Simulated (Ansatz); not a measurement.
## Data sheet: In$_{2}$TeO$_{2}$ (DFT)

In₂TeO₂:
```
CELL_PARAMETERS angstrom
      3.74249     0.00000     0.00000
     -1.87124     3.24109     0.00000
      0.00000     0.00000     7.18707
ATOMIC_POSITIONS crystal
  In 0.66667 0.33333 0.80818
  In 0.33333 0.66667 0.19182
  Te 0.00000 0.00000 0.50000
  O  0.66667 0.33333 0.11919
  O  0.33333 0.66667 0.88081
```

Space group P-3m1 (No. 164); conventional cell a = 3.7425 Å, b = 3.7425 Å, c = 7.1871 Å, α = 90.00°, β = 90.00°, γ = 120.00°.

Method: DFT-PBEsol in the program Ansatz with PAW potentials. The cell and atoms are relaxed at this level. Other levels are named where they apply.

Cell and energy:

```
Quantity                                                      Result
-----------------------------------------------------  -------------
Volume per atom                                             17.44 Å³
Density                                                   7.41 g/cm³
Formation energy from the elements (no fitted shifts)  -0.95 eV/atom
```

Electronic structure:

```
Property                                                                    Result
------------------------------------  --------------------------------------------
Electronic character                                             metallic (no gap)
Density of states at the Fermi level  0.23 states/eV per atom (mean over ±0.08 eV)
Gap with spin–orbit coupling                                       none (metallic)
```

Mechanics:

```
Property                               Value
----------------------------------  --------
Bulk modulus (Birch–Murnaghan fit)  96.1 GPa
Pressure derivative B′                   5.3
```

Phonons:

```
Item                                            Value
-----------------------------  ----------------------
Highest zone-centre frequency               13.10 THz
Zone-centre stability          no imaginary mode at Γ
```

The start of the workflow was typed in or built on a structure type; neither database checked (COD, Materials Project) lists it. Its standing as an ambient phase is unchecked. The PBEsol relaxation kept the symmetry of its start. As this level gives no gap, phonon frequencies hold no LO–TO term and depend on the k-mesh and smearing (Fermi–Dirac, 0.1 eV here). The references are the lowest solids computed at this level, not always the standard phases (solids in place of the gases). Scalar-relativistic: spin–orbit coupling is off unless named, which matters more the heavier the elements.

Potentials: the later of the program's two PAW sets.
